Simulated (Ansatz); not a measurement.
RbHO:
```
RbHO
1.0
    4.14679     0.00000     0.00000
    0.00000     4.11889     0.00000
   -1.48405     0.00000     5.77033
Rb H O
2 2 2
Direct
  0.17431   0.25000   0.28988
  0.82569   0.75000   0.71012
  0.47485   0.25000   0.92194
  0.52515   0.75000   0.07806
  0.32552   0.25000   0.76724
  0.67448   0.75000   0.23276
```

Relaxed with PBEsol.

Give the Bader charges and basin volumes of the independent atoms, PBEsol in the plane-wave PAW code Ansatz.



```json
[
 {"atom": "Rb1", "Bader charge (e)": "+0.82", "Bader volume (Å³)": "26.3"},
 {"atom": "H3", "Bader charge (e)": "+0.49", "Bader volume (Å³)": "3.3"},
 {"atom": "O5", "Bader charge (e)": "-1.31", "Bader volume (Å³)": "19.7"}
]
```

Space group P2_1/m. The workflow started from a Materials Project entry (that database holds measured and hypothetical structures alike); the Crystallography Open Database copy checked does not list it. Its standing as an ambient phase is unchecked. The cell was relaxed with PBEsol under the symmetry of its start; its stability against distortions is not shown here.

Potentials: the later of the program's two PAW sets.
